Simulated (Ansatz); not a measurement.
# BaNaSbSe₃: ¹²³Sb nuclear quadrupole resonance

Cell: a refined structure from the COD, its atoms then relaxed with PBE in this cell.

Space group P2_1/c (No. 14); a = 6.2910, b = 14.8000, c = 8.0720 Å, β = 105.48°.

| site | Wyckoff | site symmetry | x | y | z |
| --- | --- | --- | --- | --- | --- |
| Na | 4e | 1 | 0.7479 | 0.2855 | 0.0745 |
| Ba | 4e | 1 | 0.1745 | 0.4203 | 0.7799 |
| Sb | 4e | 1 | 0.3772 | 0.4010 | 0.3386 |
| Se13 | 4e | 1 | 0.2601 | 0.2781 | 0.1038 |
| Se17 | 4e | 1 | 0.1958 | 0.6190 | 0.6053 |
| Se21 | 4e | 1 | 0.3016 | 0.5446 | 0.1434 |

One atom of each set is listed.

Computed with Ansatz: DFT, PBE, plane waves and PAW, scalar-relativistic, 420 eV cutoff, Γ-centred 5×2×4 k-points, Fermi–Dirac smearing 0.02 eV.

¹²³Sb: I = 7/2, Q = -692.0 mb (year-2017 value). Static lattice, zero field.

Question: At which frequencies do the ¹²³Sb NQR lines lie?

Answer: For I = 7/2 and η = 0 the lines are |C_Q|/14 times 1, 2 and 3; η shifts the lowest up most.

```
site  atoms  V_zz (10²¹ V/m²)  C_Q (MHz)     η  line frequencies (MHz)
  Sb      4            -19.18        321  0.23        27.0, 44.7, 68.4
```

Question: And for ¹²¹Sb (I = 5/2, Q = -543.0 mb) on Sb?

Answer: C_Q scales with Q to 252 MHz, with lines at 39.9, 74.8 MHz.

Without spin–orbit coupling (the program notes it for Sb) the gradients are little affected as a rule: paired runs on crystals with a gap mostly move them by under 2 % at such atoms. With these PAW files V_zz is typically within 2 to 3 % of all-electron values, but misses above 10 % occur on Sb.
